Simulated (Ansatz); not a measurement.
## 119Sn Mössbauer parameters in GaSb with Sn replacing Sb

Cell: a supercell of GaSb (zinc blende type, F-43m) built from an entry of the Crystallography Open Database (COD), with the ions relaxed around the defect (PBE).

Space group F-43m (No. 216); a = 18.3540 Å.

```csv
site,Wyckoff,site symmetry,x,y,z
Ga1,16e,.3m,0.4185,0.0815,0.4185
Ga3,24g,2.mm,0.7500,0.0826,0.7500
Ga5,48h,..m,0.7492,0.9165,0.5835
Ga14,4d,-43m,0.7500,0.7500,0.7500
Ga18,16e,.3m,0.0834,0.5834,0.9166
Sn,4a,-43m,0.5000,0.0000,0.5000
Sb29,48h,..m,0.6664,0.0009,0.6664
Sb32,16e,.3m,0.8334,0.8334,0.6666
Sb36,16e,.3m,0.1669,0.6669,0.8331
Sb42,24f,2.mm,0.0000,0.6670,0.0000
```

One atom of each set is listed; the run and its k-mesh use a cell of 54 atoms with edges of 12.98, 12.98, 12.98 Å.

All values are calculated (Ansatz; DFT, PBE, plane waves and PAW, scalar-relativistic, 420 eV cutoff, Γ-centred 2×2×2 k-points, Fermi–Dirac smearing 0.01 eV, cell charge -1), not measured.

Isomer shifts (against SnO₂) follow from the electron density at the nucleus, δ = α(ρ − ρ₀), with α = 0.099 mm s⁻¹ a₀³ and ρ₀ = 183191.44 a₀⁻³ from a line fitted to 8 measured compounds at this level of theory (rms miss 0.12 mm/s). ΔE_Q = ½eQV_zz(1 + η²/3)^½ with Q = -0.132 b for the 23.9 keV state.

(1) What would the 119Sn spectrum's parameters be?

## Answers

(1) 

```tsv
site	atoms	first shell	ρ − ρ₀ (a₀⁻³)	δ (mm/s)	ΔE_Q (mm/s)	η
Sn	1	4 Ga at 2.59 Å	17.9	1.77	0.00	–
```

The shift of Sn is in the range of covalently or intermetallically bonded tin.

The run isn't spin-polarised, and a state with spin may lie lower. The defect repeats with the cell of 54 atoms, so it feels its images: sites between two images don't show the values beside a lone defect, and zeros or small values of η there can come from the images' arrangement. The relaxation keeps the site symmetry -43m of the start, so the impurity can't leave its site; a distortion that would localise the partly filled state isn't explored. A uniform background compensates the cell's charge.

The relaxation (4 steps) took 4.1 min of wall time (16 min of CPU time) and 4.8 GiB at its peak, on 4 threads of Arm Neoverse V2 (aarch64; 8 cores open to the job, memory cap 8.0 GiB, no GPU), a shared host with a load of 0.6 a core.
